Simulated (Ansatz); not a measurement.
57Fe Mössbauer parameters in Si with Fe replacing Si

Cell: a supercell of Si (diamond type, Fd-3m) built from a structure deposited in the COD, with the ions relaxed around the defect (PBE).

Space group F-43m (No. 216); a = 16.2814 Å.

| site | Wyckoff | site symmetry | x | y | z |
| --- | --- | --- | --- | --- | --- |
| Fe | 4d | -43m | 0.2500 | 0.7500 | 0.2500 |
| Si2 | 48h | ..m | 0.4155 | 0.7507 | 0.4155 |
| Si5 | 16e | .3m | 0.5835 | 0.5835 | 0.4165 |
| Si9 | 16e | .3m | 0.9169 | 0.4169 | 0.5831 |
| Si15 | 24g | 2.mm | 0.7500 | 0.4170 | 0.7500 |
| Si28 | 16e | .3m | 0.1709 | 0.8291 | 0.1709 |
| Si30 | 24f | 2.mm | 0.5000 | 0.8330 | 0.5000 |
| Si32 | 48h | ..m | 0.4994 | 0.6666 | 0.3334 |
| Si41 | 4b | -43m | 0.5000 | 0.5000 | 0.5000 |
| Si45 | 16e | .3m | 0.8334 | 0.3334 | 0.6666 |

One atom of each set is listed; the run and its k-mesh use a cell of 54 atoms with edges of 11.51, 11.51, 11.51 Å.

All values are calculated (Ansatz; DFT, PBE, plane waves and PAW, scalar-relativistic, collinear spin, 420 eV cutoff, Γ-centred 2×2×2 k-points, Fermi–Dirac smearing 0.01 eV, cell charge -1), not measured. Start moments as typed (μB): 5 on each Fe, none on the rest. The program fits them to the shells of the files, so those used differ somewhat.

Isomer shifts (against α-Fe) follow from the electron density at the nucleus, δ = α(ρ − ρ₀), with α = -0.366 mm s⁻¹ a₀³ and ρ₀ = 14904.00 a₀⁻³ from a line fitted to 10 measured compounds at this level of theory (rms miss 0.11 mm/s). ΔE_Q = ½eQV_zz(1 + η²/3)^½ with Q = 0.160 b for the 14.4 keV state. B_c is the Fermi-contact field along the atom's own moment; orbital and dipolar fields are not included.

**Question.** What would the 57Fe spectrum's parameters be?

**Answer.** 

```tsv
site	atoms	first shell	ρ − ρ₀ (a₀⁻³)	δ (mm/s)	ΔE_Q (mm/s)	η	|m| (μB)	B_c (T)
Fe	1	4 Si at 2.23 Å	0.73	-0.27	0.00	–	0.70	-2.6
```



The defect repeats with the cell of 54 atoms, so it feels its images: sites between two images don't show the values beside a lone defect, and zeros or small values of η there can come from the images' arrangement. The relaxation keeps the site symmetry -43m of the start, so the impurity can't leave its site; a distortion that would localise the partly filled state isn't explored. A uniform background compensates the cell's charge. The run lost most of its start moments on Fe; a state with other moments may lie lower. Shifts outside the range of the fitted compounds (-0.1 to 1.5 mm/s for Fe) are extrapolations. Semilocal functionals underestimate the core's spin polarisation, so contact fields of ionic iron come out too small in magnitude. On Fe B_c is a small difference of large parts, and can be wrong severalfold and even in sign.

The relaxation (4 steps) took 1.8 min of wall time (7 min of CPU time) and 4.3 GiB at its peak, on 4 threads of Arm Neoverse V2 (aarch64; 8 cores open to the job, memory cap 8.0 GiB, no GPU), a shared host with a load of 0.1 a core.
